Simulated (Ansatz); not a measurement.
## TlBiTe₂: computed property card

TlBiTe2:
```yaml
crystal:
  lattice:
    - [2.25008, 1.29908, 7.69550]
    - [-2.25008, 1.29908, 7.69550]
    - [0.00000, -2.59817, 7.69550]
  atoms:
    - { symbol: Tl, position: [0.50000, 0.50000, 0.50000] }
    - { symbol: Bi, position: [0.00000, 0.00000, 0.00000] }
    - { symbol: Te, position: [0.74301, 0.74301, 0.74301] }
    - { symbol: Te, position: [0.25699, 0.25699, 0.25699] }
```

Space group R-3m (No. 166); conventional cell a = b = 4.500 Å, c = 23.086 Å, α = β = 90.00°, γ = 120.00°.

Method: PBEsol (plane waves, PAW; program Ansatz). Structure relaxed to zero pressure with the same functional. Other levels are named where they apply.

**Cell and energy**

```yaml
volume_per_atom: 33.74 Å³
density: 8.23 g/cm³
Formation energy from the elements (no fitted shifts): -0.28 eV/atom
```

**Electronic structure**

```yaml
band_gap: 0.18 eV (indirect)
valence_band_maximum: off the standard path, at k = (0.331, 0.331, 0.458) in fractions of the reciprocal vectors
conduction_band_minimum: at Γ
smallest_direct_gap_on_the_standard_path: 0.22 eV
electron_effective_mass: 0.083, 0.088, 0.088 mₑ (principal values)
hole_effective_mass: 0.098, 0.11, 0.13 mₑ (principal values)
HSE06 gap on the PBEsol cell: 0.55 eV
Gap with spin–orbit coupling: none (metallic)
```

**Mechanics**

```yaml
Bulk modulus (Birch–Murnaghan fit): 34.8 GPa
Pressure derivative B′: 5.2
```

**Dielectric response**

```yaml
Electronic dielectric constant ε∞ (DFPT): 32.8 (xx = yy), 29.7 (zz)
Born charges (a third of the trace): Tl +3.05, Bi +7.12, Te -5.08 e
```

The workflow started from a Materials Project entry (that database holds measured and hypothetical structures alike); the Crystallography Open Database files this formula in space group No. 166, but the cells were not matched. Whether it is the stable phase at ambient conditions was not checked. The cell was relaxed with PBEsol under the symmetry of its start; whether a distortion lowers the energy is not shown. The references are the lowest solids computed at this level, not always the standard phases. Spin–orbit coupling is left out wherever it is not named.

Potentials: the later of the program's two PAW sets.
